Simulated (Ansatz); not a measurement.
The start is a randomly generated symmetric cell of KTaO3 (space group No. 191). A full variable-cell relaxation at zero pressure is run with PBEsol (plane waves to 420 eV, PAW, scalar-relativistic; Ansatz, a quantum-chemistry and plane-wave program). The first steps use a coarse 7×7×4 k-mesh.

Starting cell:
```
KTaO3
1.0
    3.89115     0.00000     0.00000
   -1.94558     3.36984     0.00000
    0.00000     0.00000     6.31104
K O Ta
1 3 1
Cartesian
  0.00000   0.00000   3.15552
  1.94558   0.00000   0.00000
 -0.97279   1.68492   0.00000
  0.97279   1.68492   0.00000
  0.00000   0.00000   0.00000
```

Task: How large is the pressure on the unrelaxed cell, and of which sign?

Result: +30 GPa (positive: the cell is compressed).

Task: How much energy is released per atom?

Result: 0.30 eV/atom.

Task: How does the volume per atom move from start to end?

Result: +23.8 %, from 16.55 to 20.48 Å³/atom.

Task: How do the shortest distances between atoms change?

Result: The closest pairs of elements (up to four, under 3.6 Å), start → end: O–Ta 1.95 → 2.08 Å; O–O 1.95 → 2.08 Å; K–Ta 3.16 → 3.42 Å.

Task: Is the relaxed structure metallic? Give its gap.

Result: Zero (metallic).

Task: What does it relax into? Give the structure.

Result: 
Space group P6/mmm (No. 191); a = 4.1591 Å, b = 4.1591 Å, c = 6.8371 Å, α = 90.00°, β = 90.00°, γ = 120.00°

```csv
atom,site,symmetry,x,y,z
K,1b,6/mmm,0.0000,0.0000,0.5000
O,3f,mmm,0.0000,0.5000,0.0000
Ta,1a,6/mmm,0.0000,0.0000,0.0000
```

The space group stays P6/mmm (No. 191) (the run could not lower it), with 5 atoms in the primitive cell. Final values are on a 13×13×7 k-mesh of the relaxed cell. No spin polarisation in the result. The d or f electrons are treated with no Hubbard U.

The run could not lose the symmetry of its start, so the end can be a saddle point.

All atoms sit on sites fixed by symmetry, so only the cell could relax.

The relaxed structure here is a generated cell of KTaO3: the first start was made by a random draw of sites in a space group, and the end was not matched to a known phase here, so it may be hypothetical. Known forms of KTaO3 include space group No. 221.
